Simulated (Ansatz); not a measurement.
# How settings move the G0W0 gap of CdSe (P6_3mc)

A 4-atom cell of CdSe (P6_3mc) from a materials database, relaxed with r2SCAN; one-shot G0W0 in Ansatz without spin-orbit coupling. (Simulation; spin polarisation is off.)

```cif
data_structure
_symmetry_space_group_name_H-M 'P6_3mc'
_symmetry_Int_Tables_number 186
_cell_length_a 4.3407
_cell_length_b 4.3407
_cell_length_c 7.0767
_cell_angle_alpha 90.000
_cell_angle_beta 90.000
_cell_angle_gamma 120.000
_cell_volume 115.47
loop_
_atom_site_label
_atom_site_type_symbol
_atom_site_symmetry_multiplicity
_atom_site_Wyckoff_symbol
_atom_site_fract_x
_atom_site_fract_y
_atom_site_fract_z
_atom_site_occupancy
Cd1 Cd 2 b 0.66667 0.33333 0.49995 1
Se1 Se 2 b 0.66667 0.33333 0.87591 1
```

Gaps are read over the mesh points alone. G0W0 values are finite-basis, finite-mesh values.

| start | potentials | frequency model | mesh | empty bands | screening cutoff (eV) | Kohn-Sham gap (eV) | G0W0 gap (eV) |
| --- | --- | --- | --- | --- | --- | --- | --- |
| PBE | PAW | contour deformation | 6×6×4 | 344 | 120 | 0.61 | 1.24 |
| HSE06 | PAW | contour deformation | 6×6×4 | 855 | 220 | 1.54 | 1.92 |
| r2SCAN | PAW | contour deformation | 6×6×4 | 855 | 220 | 1.10 | 1.64 |
| PBE0 | PAW | contour deformation | 6×6×4 | 855 | 220 | 2.14 | 2.11 |
| PBE | PAW | Godby-Needs pole | 6×6×4 | 855 | 220 | 0.61 | 1.37 |
| PBE | PAW | contour deformation | 12×12×4 | 187 | 80 | 0.61 | 1.28 |

G0W0 moves the gap on the mesh from 0.61 eV (PBE) to 1.24 eV (direct at Γ). Renormalisation factors Z lie between 0.71 and 0.76.

 r2SCAN runs take a wave cutoff of 500 eV.

The program warns that the k mesh is coarse for exact exchange in some of these runs, so their gaps aren't converged.

With a shallow d shell on the cation, G0W0 converges slowly in bands and cutoff, so these values are in doubt.
